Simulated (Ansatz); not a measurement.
An ordered 4-atom cell of Ba2TeS on the rocksalt lattice (R-3m), relaxed with r2SCAN. The symmetry is R-3m (No. 166, trigonal); a = 4.751 Å, c = 23.468 Å in the conventional setting, 38.23 Å³ an atom. S has 6 Ba at 3.27 Å; Te has 6 Ba at 3.47 Å; Ba has 3 S at 3.27 Å and 3 Te at 3.47 Å.

```
S Te Ba
1.0
     2.37562    1.37156    7.82254
    -2.37562    1.37156    7.82254
     0.00000   -2.74312    7.82254
S Te Ba
1 1 2
Direct
  0.00000 0.00000 0.00000
  0.50000 0.50000 0.50000
  0.25754 0.25754 0.25754
  0.74246 0.74246 0.74246
```

4 runs of Ansatz on this cell differ in the functional (and in the settings that go with it). Levels are in eV from each run's valence top; v1 is the last filled band, c1 the first empty one.

Run A, mean stress -0.3 GPa (compression positive):

| point | v5 | v3 | v1 | c1 | c2 | c3 |
| --- | --- | --- | --- | --- | --- | --- |
| Γ | -1.66 | -0.36 | 0.00 | 3.63 | 4.03 | 4.03 |
| T | -1.54 | -1.42 | -0.28 | 3.93 | 4.33 | 4.61 |
| H₂ | -1.85 | -1.14 | -0.97 | 3.88 | 4.30 | 5.10 |
| L | -1.62 | -1.44 | -0.53 | 3.42 | 3.75 | 5.57 |

Run B, mean stress 0.0 GPa (compression positive):

| point | v5 | v3 | v1 | c1 | c2 | c3 |
| --- | --- | --- | --- | --- | --- | --- |
| Γ | -1.46 | -0.30 | 0.00 | 2.83 | 3.17 | 3.17 |
| T | -1.35 | -1.34 | -0.29 | 3.12 | 3.48 | 3.70 |
| H₂ | -1.65 | -1.02 | -0.90 | 3.06 | 3.45 | 4.17 |
| L | -1.48 | -1.23 | -0.49 | 2.60 | 2.96 | 4.64 |

Run C, mean stress -0.3 GPa (compression positive):

| point | v5 | v3 | v1 | c1 | c2 | c3 |
| --- | --- | --- | --- | --- | --- | --- |
| Γ | -1.71 | -0.36 | 0.00 | 4.28 | 4.73 | 4.73 |
| T | -1.57 | -1.47 | -0.29 | 4.62 | 5.01 | 5.32 |
| H₂ | -1.91 | -1.18 | -1.00 | 4.57 | 4.99 | 5.81 |
| L | -1.68 | -1.49 | -0.55 | 4.11 | 4.43 | 6.27 |

Run D, mean stress 0.0 GPa (compression positive):

| point | v5 | v3 | v1 | c1 | c2 | c3 |
| --- | --- | --- | --- | --- | --- | --- |
| Γ | -1.50 | -0.32 | 0.00 | 3.38 | 3.56 | 3.56 |
| T | -1.38 | -1.33 | -0.27 | 3.51 | 3.89 | 4.11 |
| H₂ | -1.67 | -1.04 | -0.91 | 3.42 | 3.84 | 4.59 |
| L | -1.48 | -1.27 | -0.49 | 2.95 | 3.34 | 5.10 |

**Question.** Match the runs to PBE, r2SCAN, HSE06, PBE0.

**Answer.** A is HSE06, B is PBE, C is PBE0, D is r2SCAN. In order of the gap: PBE 1.64, r2SCAN 1.97, HSE06 2.37, PBE0 3.03 eV.

Spin-unpolarised throughout. Whether this structure exists isn't addressed.

Spin-orbit coupling is left out, which matters wherever the heavy atoms make up the band edges.

The program warns that its thresholds are loose for a hybrid's stress.
